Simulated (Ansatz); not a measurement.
Ge (diamond), relaxed with r²SCAN (Ansatz, a quantum-chemistry and plane-wave program, plane waves, PAW): a = b = c = 5.6734 Å, α = β = γ = 90.00°.

```
Property              Result
--------------------  ------
gap (eV)                0.36
B₀ by P(V) fit (GPa)    70.7
K_Hill (GPa)            71.8
G_Hill (GPa)            55.6
Θ_D (K)                  376
```

The same phase is relaxed and computed with r²SCAN+D4 in the same code. What are the cell and these values now?

a = b = c = 5.6556 Å, α = β = γ = 90.00°.

gap (eV): 0.46
B₀ by P(V) fit (GPa): 72.5
K_Hill (GPa): 73.6
G_Hill (GPa): 56.2
Θ_D (K): 377

All cells were relaxed under the symmetry of their starts (and spin orders); stability against distortions was not tested throughout. Scalar-relativistic: spin–orbit coupling is off unless named, which matters more the heavier the elements.

Potentials: the later of the program's two PAW sets.

Ansatz is a plane-wave DFT program.
